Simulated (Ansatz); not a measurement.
BAs (NiAs type, P6_3/mmc) under volume change, plane-wave PAW PBE (Ansatz code), shape and atoms relaxed at each volume.

| V (Å³/atom) | E − E(relaxed) (meV/atom) | P (GPa) |
|---|---|---|
| 11.424 | 45.6 | 14.06 |
| 11.801 | 19.2 | 8.59 |
| 12.177 | 4.5 | 3.97 |
| 12.554 | 0.0 | 0.00 |
| 12.931 | 4.1 | -3.38 |
| 13.307 | 15.5 | -6.26 |
| 13.684 | 33.2 | -8.71 |

Q: What does a third-order Birch–Murnaghan fit give for V₀, B₀ and B′?

A: V₀ = 12.55 Å³/atom, B₀ = 122 GPa, B′ = 4.3.

A made-up cell: these elements were put on the sites of a structure type; neither database checked (COD, Materials Project) lists it. It is not the phase usual at ambient conditions (space group No. 216). The PBE relaxation kept the symmetry of its start; whether a distortion lowers the energy is not shown.

Potentials: the later of the program's two PAW sets.
